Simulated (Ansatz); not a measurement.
# Fields on a plane of CdTe (zinc blende)

```
CELL_PARAMETERS angstrom
      0.00000     3.30902     3.30902
      3.30902     0.00000     3.30902
      3.30902     3.30902     0.00000
ATOMIC_POSITIONS crystal
  Te 0.75000 0.75000 0.75000
  Cd 0.00000 0.00000 0.00000
```

The slice is a {110} plane (indices of the conventional cell) through the point (0.750, 0.750, 0.750) (fractional), spanned by u = [100] and v = [1 -1 -1] in vectors of this cell: u (4.68 Å) and v (6.62 Å, at 90° to u). It covers one period; positions are fractions (u, v).

Atoms on it: Te at (0.00, 0.00); Cd at (0.50, 0.75).

Computed with PBE (plane waves to 420 eV, PAW, scalar-relativistic; Ansatz, a program for electronic structure). k mesh 9×9×9. Near the nuclei the fields are pseudised (PAW); where an atom keeps semicore shells as valence, they peak there. CdTe was relaxed with its symmetry unable to fall. Spin-orbit coupling is left out, though Te is heavy.

```tsv
v \ u	0.00	0.15	0.30	0.45	0.60	0.75	0.90
0.86	0.51	0.66	0.18	0.41	0.32	0.39	0.58
0.71	0.30	0.19	0.28	x	0.56	0.18	0.24
0.57	0.01	0.04	0.15	0.17	0.17	0.12	0.02
0.43	0.01	0.01	0.02	0.05	0.04	0.02	0.01
0.29	0.30	0.17	0.02	0.01	0.01	0.05	0.24
0.14	0.51	0.60	0.44	0.03	0.09	0.59	0.55
0.00	x	0.35	0.67	0.15	0.25	0.63	x
```

Values: electron localisation function (ELF). Points within 0.5 Å of a nucleus are blanked (x), as the pseudised field means little there.

```
|99865543333333455689|
|88765444444444445678|
|66655444555554445566|
|55554445677765444555|
|44444456788876544444|
|44444457899987544444|
|33333457899987543333|
|22233457899987543322|
|12223456788876543222|
|11122345677765432211|
|00112234555554322110|
|00011233444443321100|
|00001122333332211000|
|00001112222222111000|
|00000111222221110000|
|00000011111111100000|
|00000001111111000000|
|11111000011100000111|
|11111100000000011111|
|22221110000000111222|
|33322111000001112233|
|44333221000001123334|
|44443321100011233444|
|55544332111112334455|
|66654432211122344566|
|88765433221223345678|
|99865443222223445689|
|99875443322233445789|
```
Scale: ten equal steps from -2.23 (start of '0') to 1.42 (end of '9'), in the order '0123456789'. Values: log₁₀ of the valence density in e/Å³. The map has 20 points along u (one character each, u = 0 at the left) and 28 along v (v = 0 in the bottom row). The scale is logarithmic, as a density can span decades between atoms and voids.

The density on the Te–Cd line (2.87 Å) at its density minimum, 1.5 Å from Te is 0.31 e/Å³ and the ELF at that point is 0.4. ELF maximum in the middle third of the Te–Cd line: 0.67, 1.2 Å from Te. Character of the Te–Cd contact (rough rule: ELF there above 0.7 covalent, below 0.2 ionic, polar between): polar, between covalent and ionic.
